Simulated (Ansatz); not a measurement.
Input and command of a plane-wave DFT calculation in Ansatz:

```yaml
crystal:
  lattice:
    - [2.716, 0.0, 0.0]
    - [0.0, 2.716, 0.0]
    - [0.0, 0.0, 3.67]
  atoms:
    - { symbol: Cu, position: [0.5, 0.5, 0.5] }
    - { symbol: Au, position: [0.0, 0.0, 0.0] }
basis:
  ecutwfc: 420
kpoints:
  mp_grid: { grid: [18, 18, 14] }
hamiltonian:
  xc: pbe
scf:
  occupations: { method: gaussian, width: 0.15 }
output:
  forces: true
  stress: true
  eigenvalues: true
```

```bash
ansatz run input.yaml --threads 1 --pin off --max-ram 2560MiB --backend cpu --events-out ev --progress --plain --runs-dir out
```

Processor: Arm Neoverse N1, 1 thread, on a host shared with other jobs.

Q: Estimate time, memory and problem size.

A: About 22 s on 1 thread of Arm Neoverse N1 (shared host), peak memory 0.48 GiB. It solves 23 bands at 440 k points (the mesh reduced by symmetry) with about 537 plane waves, in 7 SCF iterations.
